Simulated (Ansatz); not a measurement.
# Mg7SiN6 — coordination and ¹⁴N quadrupole coupling

Cell: a computed structure from the Materials Project (it need not be an observed phase), taken as it stands.

```cif
data_Mg7SiN6
_symmetry_space_group_name_H-M 'Ibam'
_symmetry_Int_Tables_number 72
_cell_length_a 5.4958
_cell_length_b 10.2897
_cell_length_c 11.5142
_cell_angle_alpha 90.000
_cell_angle_beta 90.000
_cell_angle_gamma 90.000
loop_
_atom_site_label
_atom_site_type_symbol
_atom_site_symmetry_multiplicity
_atom_site_Wyckoff_symbol
_atom_site_fract_x
_atom_site_fract_y
_atom_site_fract_z
Mg1 Mg 8 j 0.2187 0.4579 0.5000
Mg5 Mg 16 k 0.3948 0.2711 0.1200
Mg13 Mg 4 b 0.0000 0.5000 0.2500
Si Si 4 a 0.0000 0.0000 0.7500
N17 N 16 k 0.3063 0.3948 0.3280
N25 N 8 j 0.1292 0.3445 0.0000
```

One atom of each set is listed; the run and its k-mesh use a cell of 28 atoms with edges of 8.20, 8.20, 8.20 Å.

Method: Kohn–Sham DFT in Ansatz, PBE, plane waves and PAW, scalar-relativistic, 420 eV cutoff, Γ-centred 6×6×6 k-points, Fermi–Dirac smearing 0.02 eV.

Q(¹⁴N) = 20.44 mb.

Q: Order the N environments from the weakest to the strongest quadrupole coupling.
A. N17: 1 Si at 1.76 Å, 4 Mg at 2.12–2.19 Å; also 1 Mg at 2.76 Å
B. N25: 6 Mg at 2.09–2.24 Å

A: B (0.460 MHz, η = 0.64), A (0.785 MHz, η = 0.65).

Like point charges on the first shell alone (each adding as 1/d³) would give the same order.
